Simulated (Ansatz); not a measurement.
Mg2Rh (MoSi2 or CaC2 type, space group No. 139) at seven volumes, plane-wave PAW r²SCAN (Ansatz code), shape and atoms relaxed at each. One row is withheld.

```csv
V (Å³/atom),P (GPa)
15.359,?
15.865,4.81
16.371,2.17
16.878,0.00
17.384,-1.76
17.890,-3.07
18.397,-4.02
```

Task: Fit the shown pressures and predict the withheld one.

Result: Third-order Birch–Murnaghan: P = (3/2)B₀(x^(7/2) − x^(5/2))[1 + (3/4)(B′ − 4)(x − 1)] with x = (V₀/V)^(2/3). Least squares on the six rows gives V₀ = 16.871 Å³/atom, B₀ = 63.63 GPa, B′ = 6.97. At V = 15.359, x = 1.0646 and P = 8.25 GPa. The run itself gave 7.98 GPa.

Space group I4/mmm (MoSi2 or CaC2 type). The workflow started from a Materials Project entry (that database holds measured and hypothetical structures alike); the Crystallography Open Database copy checked does not list it. Whether it is the stable phase at ambient conditions was not checked. The r²SCAN relaxation kept the symmetry of its start; its stability against distortions is not shown here. No spin polarisation was allowed.

Potentials: the later of the program's two PAW sets.
